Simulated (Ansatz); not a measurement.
# Relaxing a structure of Ge

The start is a generated trial cell of Ge in the diamond structure type. Cell shape, volume and atoms are optimised at zero target pressure with r2SCAN (plane waves to 500 eV, PAW, scalar-relativistic; Ansatz, an electronic-structure program). The first steps use a coarse 7×7×7 k-mesh.

Input geometry:
```
CELL_PARAMETERS angstrom
      0.00000     2.83000     2.83000
      2.83000     0.00000     2.83000
      2.83000     2.83000     0.00000
ATOMIC_POSITIONS crystal
  Ge 0.50000 0.50000 0.50000
  Ge 0.75000 0.75000 0.75000
```

### Question
By how much does the energy per atom fall from start to end?

### Answer
Under 0.01 eV/atom.

### Question
How does the volume per atom move from start to end?

### Answer
+0.7 %, from 22.67 to 22.82 Å³/atom.

### Question
How do the shortest distances between atoms change?

### Answer
The closest pairs of elements (up to four, under 3.6 Å), start → end: Ge–Ge 2.45 → 2.46 Å.

### Question
What band gap does the relaxed structure have at this level?

### Answer
0.37 eV, direct at Γ (no spin-orbit coupling).

### Question
What does it relax into? Give the structure.

### Answer

```cif
data_Ge8
_chemical_formula_sum 'Ge8'
_space_group_name_H-M_alt 'Fd-3m :1'
_space_group_IT_number 227
_space_group_name_Hall 'F 4d 2 3 -1d'
_cell_length_a 5.67269
_cell_length_b 5.67269
_cell_length_c 5.67269
_cell_angle_alpha 90.000
_cell_angle_beta 90.000
_cell_angle_gamma 90.000
loop_
_atom_site_label
_atom_site_type_symbol
_atom_site_symmetry_multiplicity
_atom_site_Wyckoff_symbol
_atom_site_fract_x
_atom_site_fract_y
_atom_site_fract_z
_atom_site_occupancy
Ge1 Ge 8 a 0.00000 0.00000 0.00000 1
```
(The calculation used a cell of 2 atoms; values per cell refer to that cell.)

The space group stays Fd-3m (No. 227) (the run could not lower it); the end is diamond type, with 2 atoms in the primitive cell. Final values are on a 10×10×10 k-mesh of the relaxed cell. No spin polarisation in the result.

The run could not lose the symmetry of its start; a randomly shaken copy of 2 atoms returns to this structure.

All atoms sit on sites fixed by symmetry, so only the cell could relax.
